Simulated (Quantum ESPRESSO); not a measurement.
**Band energies of BaMg2Sb2**

```
CELL_PARAMETERS angstrom
      4.79854     0.00000     0.00000
     -2.39927     4.15566     0.00000
      0.00000     0.00000     8.20590
ATOMIC_POSITIONS crystal
  Mg 0.66667 0.33333 0.37666
  Mg 0.33333 0.66667 0.62334
  Sb 0.66667 0.33333 0.73051
  Sb 0.33333 0.66667 0.26949
  Ba 0.00000 0.00000 0.00000
```

norm-conserving LDA (Quantum ESPRESSO, 84 Ry, without SOC); path ΓMKΓALHA,LM,KH; energies in eV from the valence-band maximum.

```
k (1/Å)  point  band 26  band 27  band 28  band 29  band 30  band 31  band 32  band 33
-------  -----  -------  -------  -------  -------  -------  -------  -------  -------
0.00         Γ    -0.92    -0.92    -0.08     0.00     0.00     1.33     1.42     2.06
0.19              -1.44    -0.98    -0.85    -0.28    -0.20     1.64     1.82     2.51
0.57              -2.86    -1.87    -1.24    -1.12    -0.87     0.97     2.61     3.10
0.76         M    -2.95    -1.52    -1.49    -1.29    -0.98     0.83     2.62     2.92
1.19         K    -3.20    -2.69    -1.28    -1.28    -1.24     2.62     2.96     2.96
1.54              -2.73    -2.18    -1.54    -1.20    -0.64     2.04     2.22     3.00
1.72              -2.11    -1.75    -1.19    -0.85    -0.30     1.79     2.08     2.68
2.07         Γ    -0.92    -0.92    -0.08     0.00     0.00     1.33     1.42     2.06
2.45         A    -1.74    -0.58    -0.58    -0.51    -0.51     1.33     2.22     2.47
2.64              -1.84    -1.06    -0.84    -0.76    -0.44     1.76     2.38     2.71
3.02              -3.17    -1.60    -1.48    -0.73    -0.51     1.20     1.93     2.47
3.20         L    -3.30    -1.75    -1.58    -0.60    -0.53     1.06     1.70     2.42
3.64         H    -3.14    -2.26    -1.92    -1.26    -1.26     2.02     2.02     3.56
3.93              -3.10    -1.79    -1.39    -1.27    -0.92     1.81     1.95     3.15
4.08              -2.74    -1.38    -1.24    -1.03    -0.82     1.92     2.06     2.88
4.37              -1.78    -0.94    -0.80    -0.54    -0.54     1.73     2.18     2.69
4.51         A    -1.74    -0.58    -0.58    -0.51    -0.51     1.33     2.22     2.47
4.51         L    -3.30    -1.75    -1.58    -0.60    -0.53     1.06     1.70     2.42
4.71              -3.16    -1.64    -1.47    -1.05    -0.72     0.92     2.24     2.58
4.90         M    -2.95    -1.52    -1.49    -1.29    -0.98     0.83     2.62     2.92
4.90         K    -3.20    -2.69    -1.28    -1.28    -1.24     2.62     2.96     2.96
5.28         H    -3.14    -2.26    -1.92    -1.26    -1.26     2.02     2.02     3.56
```

The LDA gap is indirect, 0.83 eV, from Γ to M; the smallest direct gap is 1.33 eV.

Without spin-orbit coupling, band edges of such heavy elements can be off by tenths of an eV.

Geometry of the Materials Project entry, not relaxed at this level.
